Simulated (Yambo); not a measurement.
AlAs (zinc blende, space group F-43m, No. 216), G0W0@PBEsol in Yambo with this input:

```
rim_cut
gw0
dyson
el_el_corr
HF_and_locXC
ppa
em1d
RandQpts= 1000000
RandGvec= 1 Ry
EXXRLvcs= 84 Ry
VXCRLvcs= 336 Ry
Chimod= "HARTREE"
% BndsRnXp
 1 | 104 |
%
NGsBlkXp= 10 Ry
% LongDrXp
 1.0 | 1.0 | 1.0 |
%
PPAPntXp= 27.2114 eV
% GbndRnge
 1 | 104 |
%
GTermKind= "BG"
DysSolver= "n"
ExtendOut
```

On a 4×4×4 mesh, with wavefunctions cut at 84 Ry, the gap (Γ → X) is 2.492 eV and the valence edge shifts by -1.103 eV.

Question: What happens with this change: no terminator?

Answer: The gap falls by 0.033 eV, to 2.459 eV; the shift of the valence edge becomes -1.035 eV. Neither run is shown to be the converged limit.

The standard potential for As keeps a d shell in the valence without the s and p states of that shell. In tests on such compounds this moved G0W0 gaps by up to about 0.9 eV, so absolute quasiparticle energies here are unreliable; differences between settings are what counts.

Spin-orbit coupling is not included.

Geometry relaxed with PBEsol; primitive cell a = b = c = 4.0128 Å, α = β = γ = 60.00°.

A shift is the quasiparticle energy of the state minus its PBEsol energy.
